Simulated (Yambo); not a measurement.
Yambo run on BaF2 (fluorite, space group Fm-3m, No. 225). The wavefunctions come from this Quantum ESPRESSO step (LDA, PseudoDojo standard norm-conserving files, scalar-relativistic):

```
&CONTROL
  calculation = 'nscf'
  pseudo_dir = './pseudo'
  outdir = './out'
/
&SYSTEM
  ibrav = 0
  nat = 3
  ntyp = 2
  ecutwfc = 84.0
  ecutrho = 336.0
  occupations = 'fixed'
  force_symmorphic = .true.
  nbnd = 139
/
&ELECTRONS
  conv_thr = 3.0000000000000004e-09
  diago_full_acc = .true.
  diago_thr_init = 1e-08
/
ATOMIC_SPECIES
F 18.9984 F.upf
Ba 137.3270 Ba.upf
CELL_PARAMETERS angstrom
  0.000000000000   3.019377395000   3.019377395000
  3.019377395000   0.000000000000   3.019377395000
  3.019377395000   3.019377395000   0.000000000000
ATOMIC_POSITIONS crystal
F   0.250000000000   0.250000000000   0.250000000000
F   0.750000000000   0.750000000000   0.750000000000
Ba   0.000000000000   0.000000000000   0.000000000000
K_POINTS automatic
4 4 4 0 0 0
```

Yambo input:

```
rim_cut
gw0
dyson
el_el_corr
HF_and_locXC
ppa
em1d
RandQpts= 1000000
RandGvec= 1 Ry
EXXRLvcs= 84 Ry
VXCRLvcs= 336 Ry
Chimod= "HARTREE"
% BndsRnXp
 1 | 136 |
%
NGsBlkXp= 10 Ry
% LongDrXp
 1.0 | 1.0 | 1.0 |
%
PPAPntXp= 27.2114 eV
% GbndRnge
 1 | 136 |
%
GTermKind= "BG"
DysSolver= "n"
ExtendOut
% QPkrange
 1 | 1 | 12 | 13 |
 6 | 6 | 12 | 13 |
%
```

k points by index: 1 = Γ, 6 = (0, 0.25, -0.25).

The o-*.qp file then holds:

```
#    K-point    Band    Eo [eV]    E [eV]    E-Eo [eV]    Vxc [eV]    Vnlxc [eV]    Sc|Eo [eV]    Sc|E [eV]    dSc/dw|Eo [eV]    Re(Z)    Im(Z)
#
    1    12    -0.167678    -2.309283    -2.141605    -21.69460    -29.28226    4.898865    5.446053    -6.952078    0.796503    -0.001312
    1    13    6.794639    7.944404    1.149765    -8.497786    -3.970552    -3.231664    -3.377468    -3.450553    0.887464    -0.630685E-3
    6    12    0.000000    -2.133975    -2.133975    -21.94223    -29.44017    4.822361    5.363969    -6.905822    0.797583    -0.001271
    6    13    8.124204    9.418912    1.294708    -9.455433    -4.722356    -3.256284    -3.438369    -3.826767    0.876707    -0.619974E-3
```
(The two width columns are left out.) Convergence of these settings isn't established.

Geometry relaxed with LDA.
